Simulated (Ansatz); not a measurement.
BN:
```
BN
1.0
    2.54801     0.00000     0.00000
   -1.27400     2.20664     0.00000
    0.00000     0.00000     8.37529
B N
4 4
Cartesian
  0.00000   0.00000   8.37335
  0.00000   0.00000   4.18571
  1.27400   0.73555   6.28540
  0.00000   1.47109   2.09776
  0.00000   0.00000   6.81050
  0.00000   0.00000   2.62286
  1.27400   0.73555   4.70879
  0.00000   1.47109   0.52115
```

Relaxed with r²SCAN. Independent-particle spectrum: no excitons, no local fields, no scissors shift; 0.1 eV broadening; ε₁ of the summed bands alone.

Q: Tabulate the dielectric function from DFT-r²SCAN in the program Ansatz with PAW potentials.

A: 

```csv
E (eV),ε₁ xx,ε₂ xx,ε₁ zz,ε₂ zz
0.0,4.21,0.00,4.29,0.00
0.3,4.21,0.00,4.29,0.00
0.6,4.22,0.00,4.30,0.00
0.9,4.23,0.00,4.31,0.00
1.2,4.24,0.00,4.32,0.00
1.5,4.25,0.00,4.34,0.00
1.8,4.27,0.00,4.36,0.00
2.1,4.30,0.00,4.38,0.00
2.4,4.32,0.00,4.41,0.00
2.7,4.35,0.00,4.45,0.00
3.0,4.39,0.00,4.49,0.00
3.3,4.43,0.00,4.53,0.00
3.6,4.48,0.00,4.58,0.00
3.9,4.53,0.00,4.64,0.00
4.2,4.58,0.00,4.70,0.00
4.5,4.65,0.00,4.77,0.00
4.8,4.72,0.00,4.85,0.00
5.1,4.80,0.00,4.94,0.00
5.4,4.89,0.00,5.04,0.00
5.7,4.99,0.00,5.15,0.00
6.0,5.10,0.00,5.28,0.00
6.3,5.22,0.00,5.42,0.00
6.6,5.36,0.00,5.59,0.00
6.9,5.53,0.00,5.78,0.00
7.2,5.71,0.00,6.00,0.00
7.5,5.92,0.00,6.26,0.00
7.8,6.17,0.00,6.58,0.00
8.1,6.47,0.00,6.97,0.00
8.4,6.85,0.00,7.49,0.00
8.7,7.34,0.02,8.22,0.01
9.0,7.96,0.11,9.51,0.16
9.3,8.92,0.35,11.04,1.69
9.6,9.85,1.33,11.39,3.74
9.9,10.10,2.43,10.61,5.99
10.2,10.29,3.10,8.60,7.29
10.5,10.75,3.64,8.28,6.48
10.8,11.73,4.67,9.09,7.06
11.1,12.42,6.47,6.42,9.94
11.4,15.53,10.48,5.67,7.39
11.7,9.68,17.43,6.86,7.81
12.0,4.15,14.92,6.88,10.30
```

Q: From ε at 9.1 eV (xx: 8.23 + 0.14i), find n, k, the normal reflectivity and the absorption coefficient.

A: n = 2.87, k = 0.024, R = 23 %, α = 2kE/ħc = 22000 cm⁻¹.

With all bands, ε∞ without local fields is 4.41 (xx = yy), 4.50 (zz). DFPT, with local fields, gives 4.44 (xx = yy), 4.53 (zz).

Space group P6_3mc. The cell is a constructed one: a structure type filled with these elements. Its sites differ from those of the usual phase in this space group: another stacking or structure type. Symmetry was held in the r²SCAN relaxation; phonons on a q-mesh show no instability.

Potentials: the later of the program's two PAW sets.
